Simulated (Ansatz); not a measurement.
Computed with Ansatz, DFT PBE, scalar-relativistic, plane waves, PAW. Settings: cutoff 420 eV, Γ-centred meshes spaced at most about 0.3 Å⁻¹, and about 0.25 Å⁻¹ or finer for metals (2π included), Gaussian smearing. No spin polarisation in the final relaxations.

All energies are static (0 K, no zero-point motion). All come from trial cells, and lower structures may exist.

Problem. Which of these relaxed structures of Y₃AlN₄ is the lowest in energy?
A.

```xyz
8
Lattice="-2.4087 2.4087 4.6528 2.4087 -2.4087 4.6528 2.4087 2.4087 -4.6528" Properties=species:S:1:pos:R:3 pbc="T T T"
Y     0.0000    2.4087    2.3264
Y     2.4087    0.0000    2.3264
Y     0.0000    0.0000    4.6528
Al    0.0000    0.0000    0.0000
N     0.0000    2.4087    0.0000
N     2.4087    0.0000    0.0000
N     0.0000    0.0000    2.1293
N     0.0000    0.0000    7.1762
```

B.

```xyz
8
Lattice="3.4065 0.0000 0.0000 0.0000 3.4065 0.0000 0.0000 0.0000 9.3647" Properties=species:S:1:pos:R:3 pbc="T T T"
Y     1.7033    1.7033    2.1874
Y     0.0000    0.0000    4.6824
Y     1.7033    1.7033    7.1773
Al    0.0000    0.0000    0.0000
N     0.0000    0.0000    2.1122
N     1.7033    1.7033    4.6824
N     0.0000    0.0000    7.2526
N     1.7033    1.7033    0.0000
```

C.

```xyz
8
Lattice="0.0000 4.5652 3.4919 3.4794 0.0000 3.4919 3.4794 4.5652 0.0000" Properties=species:S:1:pos:R:3 pbc="T T T"
Y     1.7397    2.2826    1.8238
Y     5.2191    6.8478    5.3157
Y     3.4794    4.5652    3.5600
Al    3.4794    4.5652    0.3877
N     1.5750    4.5652    4.9695
N     5.3838    4.5652    4.9695
N     3.4794    2.1314    3.4539
N     3.4794    6.9990    3.4539
```

D.

```xyz
8
Lattice="4.7802 0.0000 0.0000 0.0000 4.7802 0.0000 0.0000 0.0000 4.7802" Properties=species:S:1:pos:R:3 pbc="T T T"
Y     0.0000    0.0000    2.3901
Y     2.3901    0.0000    0.0000
Y     0.0000    2.3901    0.0000
Al    2.3901    2.3901    2.3901
N     2.3901    2.3901    0.0000
N     0.0000    2.3901    2.3901
N     2.3901    0.0000    2.3901
N     0.0000    0.0000    0.0000
```

Solution. C. It has Y and Al ordered on rock salt sites, space group Fmm2 (No. 42); the next, B, with Y and Al ordered on rock salt sites, space group P4/mmm (No. 123), lies 44 meV/atom higher. Counting N atoms around Al and Y (those within 1.25 times the shortest such distance or 1.15 times the sum of covalent radii; a plus sign parts nearer from farther groups; a slash parts the counts of unlike sites), the lowest has Y 6, Al 2+2 and the next has Y 1+5/6, Al 2+4.

Cells relaxed within their symmetry can be saddle points. The Fmm2 cell of Y3AlN4 came from shaking the I4/mmm one. Some structure types and database cells were kept out of the candidates from the start, so a known form may be missing.
